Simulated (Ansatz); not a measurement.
**Moving the pressure in SiO**

The cell as given:

```
Si O
1.0
     2.80697    0.00000    0.00000
     0.00000    2.80697    0.00000
     0.00000    0.00000    2.80697
Si O
1 1
Direct
  0.00000 0.00000 0.00000
  0.50000 0.50000 0.50000
```

The cell comes from a database or a generator and needn't be the stable form of this composition.

Kept alike: task relaxation of cell and atoms; functional PBEsol; k mesh 9 × 9 × 9; occupations fermi-dirac, width 0.05 eV; no spin polarisation. Program: Ansatz, Ansatz PAW, cutoff 420 eV. The mesh is that of the run's cell of 2 atoms. No spin-orbit coupling.

| pressure, P (GPa) | volume (Å³/atom) |
| --- | --- |
| 0 | 10.661 |
| 2 | 10.512 |
| 5 | 10.305 |
| 10 | 10.006 |
| 20 | 9.502 |

The relaxations keep at least the cell's symmetry (Pm-3m). For a metal such a mesh leaves the last digits unconverged. Runs of this series that gave no sound value for these columns are left out. The runs follow the start's structure, whether or not it is the stable one at these pressures. Ansatz's relaxations hold a Pulay term in the stress (up to 0.6 GPa here). P is the pressure aimed at, which the runs meet within some hundredths to tenths of a GPa. All rows use potentials made for PBE.

What does the pressure change here?

The volume falls from 10.661 to 9.502 Å³/atom between 0 and 20 GPa. The volume falls ever more slowly, since the solid stiffens under load. At the pressures aimed at, which the runs meet within some tenths of a GPa, the step from 0 to 5 GPa gives a mean bulk modulus near 147 GPa, the last step 194 GPa.
